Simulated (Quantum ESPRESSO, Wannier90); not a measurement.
**Wannierisation of SnH4(NF)2 (C2/m)**

```
begin unit_cell_cart
ang
    0.0000000000    3.3032900000    0.0000000000
   -1.3949190000    0.0000000000    4.9059330000
    5.4269350000   -1.6516450000    0.0000000000
end unit_cell_cart
begin atoms_frac
Sn   0.0000000000  0.0000000000  0.0000000000
H    0.3908400000 -0.4334900000 -0.2183200000
H   -0.3908400000  0.4334900000  0.2183200000
H    0.2979700000 -0.2226300000 -0.4040600000
H   -0.2979700000  0.2226300000  0.4040600000
N    0.3917800000 -0.2321000000 -0.2164400000
N   -0.3917800000  0.2321000000  0.2164400000
F    0.1203000000 -0.2474400000  0.2406000000
F   -0.1203000000  0.2474400000 -0.2406000000
end atoms_frac
```

Structure: Materials Project mp-643902, symmetrised, not relaxed again. COD (Crystallography Open Database) has an entry of this formula and space group (matched by these alone). Level: PBEsol, no spin polarisation, no spin-orbit coupling; pw.x of Quantum ESPRESSO at 68 Ry with PseudoDojo potentials, 6×4×6 k-points, Wannier90. Density: 10×6×10 mesh, cold smearing 0.01 Ry. The cell is built of weakly bound layers, chains or molecules. Database cells relaxed without dispersion often hold them too far apart, which can enlarge gaps and weakens couplings between them; spacing and stacking were not compared with the measured crystal. Spin-orbit coupling is left out although heavy elements are present.

Bands 1-2,8-21 form an isolated set from -21.86 to 0.00 eV relative to the valence-band maximum (on the path) and are turned into 16 Wannier functions by minimising the spread from the start: SCDM (isolated). Bands 3–6 (Sn 4d 98 %), 7 (Sn 4d 70 %, F 2s 25 %) lie between the kept ones and are excluded.

Q: Where do the functions sit, how wide are they and what are they made of?

A: 
```csv
functions,spread (Å²),"nearest atom, distance (Å)","second atom, distance (Å)",weight on atomic waves
4,0.68,F 0.23,H 1.99,"F 2p 76 %, F 2s 18 %"
2,0.71,F 0.22,H 1.76,"F 2p 75 %, F 2s 17 %"
2,0.54,F 0.46,Sn 1.59,"F 2p 55 %, F 2s 27 %, Sn 5p 8 %"
4,1.04,N 0.60,H 1.36,"N 2p 57 %, N 2s 18 %, Sn 5p 12 %"
2,0.65,H 0.46,N 0.56,"N 2p 51 %, H 1s 31 %, N 2s 14 %"
2,0.66,H 0.48,N 0.56,"N 2p 52 %, H 1s 30 %, N 2s 15 %"
```

Ω_I = 10.75 Å², Ω_total = 12.02 Å²; the interpolated bands follow pw.x to 1.1 meV rms on the path. It is the lowest total spread that any start reached here.
